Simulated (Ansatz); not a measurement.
Relaxed-ion elastic tensor of ScF3 (ReO3 type, space group No. 221) in GPa (Voigt order), plane-wave PAW LDA (Ansatz code); density 2.70 g/cm³, 15.68 Å³ per atom.

```
 281  19.6  19.6   0.0   0.0   0.0
19.6   281  19.6   0.0   0.0   0.0
19.6  19.6   281   0.0   0.0   0.0
 0.0   0.0   0.0  18.0   0.0   0.0
 0.0   0.0   0.0   0.0  18.0   0.0
 0.0   0.0   0.0   0.0   0.0  18.0
```

Is the crystal mechanically stable?

Yes: the smallest eigenvalue of C is 18.0 GPa.

Work out the Voigt, Reuss and Hill averages.

K_V = 107, K_R = 107, K_H = 107; G_V = 63.0, G_R = 27.4, G_H = 45.2 GPa.

Give Young's modulus, Poisson's ratio, Pugh's ratio and the universal anisotropy index.

E = 9KG/(3K + G) = 119 GPa; ν = 0.31; K/G = 2.36 (ductile by the Pugh limit of 1.75); A_U = 5G_V/G_R + K_V/K_R − 6 = 6.48.

Estimate the sound speeds and the Debye temperature.

v_l = √((K + 4G/3)/ρ) = 7860 m/s, v_t = √(G/ρ) = 4090 m/s, mean 4580 m/s; Θ = (h/k)(3n/4πV)^(1/3) v_m = 545 K.

Give the Zener ratio and Young's modulus along [100], [110] and [111].

A = 2C44/(C11 − C12) = 0.14; 1/E = S11 − 2(S11 − S12 − S44/2)Γ with Γ = 0, 1/4, 1/3 gives 278, 64.2, 51.1 GPa.

Space group Pm-3m (ReO3 type). The workflow started from a Materials Project entry (that database holds measured and hypothetical structures alike); the Crystallography Open Database files this formula in space group No. 221, but the cells were not matched. Whether it is the stable phase at ambient conditions was not checked. The cell was relaxed with LDA under the symmetry of its start; phonons on a q-mesh show weakly imaginary modes. The run is not spin-polarised.

Potentials: the later of the program's two PAW sets.
